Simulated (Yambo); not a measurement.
```
CELL_PARAMETERS angstrom
      3.20584     0.00000     0.00000
     -1.60292     2.83300     0.00000
      0.00000     0.00000    16.30000
ATOMIC_POSITIONS crystal
  Se 0.00048 0.00097 0.89659
  Se 0.00048 0.00097 0.10341
  W  0.33237 0.66473 0.00000
```

Response from Yambo on PBEsol (Quantum ESPRESSO, PseudoDojo norm-conserving, 86 Ry, no spin-orbit coupling) bands: 24×24×1 mesh, 51 bands, 2 Ry local-field block, 0.2 eV broadening.

### Question
Give the static in-plane polarisability without and with local fields along each axis.

### Answer
```json
[
 {"field along": "x", "α(0), independent particles (Å)": "7.51", "α(0), RPA with local fields (Å)": "7.25", "screening length 2πα (Å)": "45.5"},
 {"field along": "y", "α(0), independent particles (Å)": "7.66", "α(0), RPA with local fields (Å)": "7.38", "screening length 2πα (Å)": "46.3"}
]
```
Electronic (clamped-ion) response only. Spin-orbit coupling, left out here, changes gap and response of such heavy elements. Convergence of the RPA response with its 24×24×1 mesh was not tested. x, y and z are Cartesian axes of the cell as given.

Geometry strained from the cell relaxed with PBEsol, atoms relaxed again.
